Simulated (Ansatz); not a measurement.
AlPd (Cmcm), relaxed with PBE (Ansatz, an electronic-structure program, plane waves, PAW): a = 2.8268 Å, b = 10.0861 Å, c = 4.2571 Å, α = β = γ = 90.00°.

ΔH_f (eV/atom): -0.71

Task: The same phase is relaxed and computed with r²SCAN in the same code. What are the cell and these values now?

Result: a = 2.796 Å, b = 10.038 Å, c = 4.215 Å, α = β = γ = 90.00°.

- ΔH_f (eV/atom): -0.72

Typed or built starts, not in the databases checked: AlPd, Cmcm (Al on 4c, Pd on 4c). All cells were relaxed under the symmetry of their starts (and spin orders); stability against distortions was not tested throughout. Rows with no word on spin ran without spin polarisation. Spin–orbit coupling is left out wherever it is not named.

Potentials: the earlier of the program's two PAW sets.

Ansatz is a plane-wave DFT program.

Formation energies count from the lowest solids of the elements computed at the same level, not from gases.
